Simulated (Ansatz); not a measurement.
BaTiO₃:
```yaml
crystal:
  lattice:
    - [3.97020, 0.00000, 0.00000]
    - [0.00000, 3.97020, 0.00000]
    - [0.00000, 0.00000, 3.97020]
  atoms:
    - { symbol: Ba, position: [0.50000, 0.50000, 0.50000] }
    - { symbol: Ti, position: [0.00000, 0.00000, 0.00000] }
    - { symbol: O, position: [0.50000, 0.00000, 0.00000] }
    - { symbol: O, position: [0.00000, 0.50000, 0.00000] }
    - { symbol: O, position: [0.00000, 0.00000, 0.50000] }
```

Relaxed with PBEsol.

Question: Decompose the optical modes at the zone centre into irreducible representations, and say which are infrared and Raman allowed.

Answer: Point group m-3m: Γ_opt = 3T1u + T2u. Infrared: T1u. Raman: none.

Question: Assign frequencies (DFPT, PBEsol (plane waves, PAW; program Ansatz); without the LO–TO term).

Answer: T1u 189i, T1u 172, T2u 280, T1u 467 cm⁻¹.

Space group Pm-3m (cubic perovskite). This is a known high-temperature phase of the composition, computed here at zero pressure and temperature. The cell was relaxed with PBEsol under the symmetry of its start. At this level the phase is dynamically unstable (imaginary phonons). The run is not spin-polarised. Spin–orbit coupling is left out wherever it is not named.

Potentials: the earlier of the program's two PAW sets. The files were generated under PBE; for other functionals the program regenerates the frozen cores, and for LDA and PBEsol the local potential too.
